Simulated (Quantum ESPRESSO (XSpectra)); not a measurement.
**C K-edge X-ray absorption spectrum (XANES) of SiC (P6₃mc)**

```
CSi
1.0
    3.07351     0.00000     0.00000
   -1.53676     2.66174     0.00000
    0.00000     0.00000     5.04525
Si C
2 2
Direct
  0.33333   0.66667   0.49960
  0.66667   0.33333   0.99960
  0.33333   0.66667   0.87540
  0.66667   0.33333   0.37540
```

Geometry: Materials Project entry mp-7140 (a computed structure). The cell is the entry's, not relaxed again.

Absorber: atom 3, C on Wyckoff site b (site symmetry 3m.), with 3 Si at 1.88 Å, 1 Si at 1.90 Å.

Method: LDA, full core hole, dipole K-edge X-ray absorption, plane waves, Troullier-Martins potentials made with ld1.x, scalar-relativistic, no spin, constant broadening (Quantum ESPRESSO (XSpectra)).

32-atom cell (absorber images 7.3 Å apart), 60 Ry, k meshes 2×2×2 (SCF) and 4×4×4 (spectrum), Lorentzian half width 0.5 eV. The ground-state test found a gap, so occupations are fixed and the excited electron is left out (charged cell on a uniform background); energies count from the highest occupied level. Field directions run: x; z, weighted by the site's symmetry in the crystal. Intensities are scaled to a mean of 1 over 0–35 eV.

```
E (eV)  intensity (scaled)
------  ------------------
-5.0                  0.02
-4.5                  0.02
-4.0                  0.03
-3.5                  0.03
-3.0                  0.03
-2.5                  0.03
-2.0                  0.04
-1.5                  0.04
-1.0                  0.05
-0.5                  0.06
0.0                   0.07
0.5                   0.08
1.0                   0.10
1.5                   0.12
2.0                   0.17
2.5                   0.26
3.0                   0.45
3.5                   0.75
4.0                   0.99
4.5                   1.21
5.0                   1.44
5.5                   1.73
6.0                   2.01
6.5                   2.28
7.0                   2.35
7.5                   2.29
8.0                   2.33
8.5                   2.28
9.0                   2.09
9.5                   2.07
10.0                  1.92
10.5                  1.73
11.0                  1.55
11.5                  1.32
12.0                  1.10
12.5                  1.02
13.0                  1.01
13.5                  0.91
14.0                  0.76
14.5                  0.67
15.0                  0.65
15.5                  0.66
16.0                  0.74
16.5                  0.75
17.0                  0.67
17.5                  0.64
18.0                  0.72
18.5                  0.81
19.0                  0.87
19.5                  0.94
20.0                  1.01
20.5                  1.03
21.0                  1.08
21.5                  1.08
22.0                  0.97
22.5                  0.91
23.0                  0.93
23.5                  0.93
24.0                  0.95
24.5                  0.94
25.0                  0.88
25.5                  0.88
26.0                  0.83
26.5                  0.73
27.0                  0.65
27.5                  0.61
28.0                  0.66
28.5                  0.70
29.0                  0.76
29.5                  0.78
30.0                  0.82
30.5                  0.87
31.0                  0.83
31.5                  0.80
32.0                  0.84
32.5                  0.90
33.0                  0.79
33.5                  0.67
34.0                  0.63
34.5                  0.62
```

The absolute edge energy is not computed.
